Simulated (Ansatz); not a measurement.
YSi in space group I4_1/amd (No. 141; Y on 4b, Si on 4a) at seven volumes, DFT-PBE in the program Ansatz with PAW potentials, shape and atoms relaxed at each. One row is withheld.

| V (Å³/atom) | P (GPa) |
|---|---|
| 20.096 | 7.92 |
| 20.759 | 4.92 |
| 21.421 | ? |
| 22.084 | 0.00 |
| 22.746 | -2.01 |
| 23.409 | -3.73 |
| 24.071 | -5.20 |

Task: Fit the shown pressures and predict the withheld one.

Result: P = (3/2)B₀(x^(7/2) − x^(5/2))[1 + (3/4)(B′ − 4)(x − 1)] with x = (V₀/V)^(2/3). Least squares on the six rows gives V₀ = 22.081 Å³/atom, B₀ = 70.9 GPa, B′ = 3.67. At V = 21.421, x = 1.0204 and P = 2.27 GPa. The run itself gave 2.30 GPa.

A made-up cell: these elements were put on the sites of a structure type; neither database checked (COD, Materials Project) lists it. Its standing as an ambient phase is unchecked. Symmetry was held in the PBE relaxation; its stability against distortions is not shown here. The run is not spin-polarised.

Potentials: the later of the program's two PAW sets.
